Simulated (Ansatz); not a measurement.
SiGeC$_{2}$:
Space group P-4m2 (No. 115); a = 3.156 Å, b = 3.156 Å, c = 4.456 Å, α = 90.00°, β = 90.00°, γ = 90.00°

| atom | site | symmetry | x | y | z |
|---|---|---|---|---|---|
| Ge | 1c | -4m2 | 0.5000 | 0.5000 | 0.5000 |
| Si | 1a | -4m2 | 0.0000 | 0.0000 | 0.0000 |
| C | 2g | 2mm. | 0.0000 | 0.5000 | 0.2363 |

Relaxed with r²SCAN.

**Question.** Tabulate the valence density and the electron localisation function along the shortest Si–C contact (1.90 Å), DFT-r²SCAN in the program Ansatz with PAW potentials.

**Answer.** 

| distance from Si (Å) | density (e/Å³) | ELF |
|---|---|---|
| 0.19 | 0.08 | 0.31 |
| 0.28 | 0.13 | 0.22 |
| 0.38 | 0.22 | 0.27 |
| 0.47 | 0.34 | 0.46 |
| 0.57 | 0.47 | 0.69 |
| 0.66 | 0.60 | 0.84 |
| 0.76 | 0.71 | 0.91 |
| 0.85 | 0.80 | 0.93 |
| 0.95 | 0.89 | 0.94 |
| 1.04 | 1.00 | 0.93 |
| 1.14 | 1.14 | 0.92 |
| 1.23 | 1.32 | 0.90 |
| 1.33 | 1.51 | 0.85 |
| 1.42 | 1.69 | 0.75 |
| 1.52 | 1.81 | 0.56 |
| 1.61 | 1.84 | 0.29 |
| 1.71 | 1.79 | 0.10 |

The density is the valence pseudo-density with augmentation charge, so density and ELF within about 1 Å of a nucleus are not all-electron values.

The start of the workflow was typed in or built on a structure type; neither database checked (COD, Materials Project) lists it. Its standing as an ambient phase is unchecked. The cell was relaxed with r²SCAN under the symmetry of its start; its stability against distortions is not shown here.

Potentials: the later of the program's two PAW sets.
